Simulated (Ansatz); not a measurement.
Starting cell, CaO (rock salt):

```
CELL_PARAMETERS angstrom
      0.00000     4.79479     4.79479
      2.39740     2.39740     4.79479
      2.39740     2.39740     0.00000
ATOMIC_POSITIONS crystal
  O  0.00000 0.00000 0.00000
  O  0.50000 0.00000 0.00000
  Ca 0.00000 0.50000 0.50000
  Ca 0.50000 0.50000 0.50000
```

The atoms are displaced by Q × the pattern below (from a DFPT mode at X = (0.5, 0.5, 0.0), largest move 1; Q in Å), at fixed cell. (q is in reciprocal vectors of the primitive cell; the cell shown is doubled to hold the pattern.)

```json
[
 {"atom": "O1", "x": "0.000", "y": "0.000", "z": "-1.000"},
 {"atom": "O2", "x": "0.000", "y": "0.000", "z": "1.000"},
 {"atom": "Ca3", "x": "0.000", "y": "0.000", "z": "-0.196"},
 {"atom": "Ca4", "x": "0.000", "y": "0.000", "z": "0.196"}
]
```

All values below come from r2SCAN (plane waves to 500 eV, PAW, scalar-relativistic; Ansatz, a quantum-chemistry and plane-wave program). k mesh 12×12×12 (Γ-centred), Fermi-Dirac smearing 0.05 eV. E stands for the smeared free energy. CaO was relaxed with its symmetry unable to fall. ΔE is measured from the undisplaced structure.

**Question.** Estimate the ΔE (meV/cell) for Q (Å) = -0.150, -0.120, -0.030, 0.060, 0.090.

**Answer.** 
```csv
Q (Å),ΔE (meV/cell)
-0.150,231
-0.120,148
-0.030,9
0.060,37
0.090,83
```

(A displaced cell: forces are minus the slopes of the energy, force constants its curvatures, and phonons follow from these.)
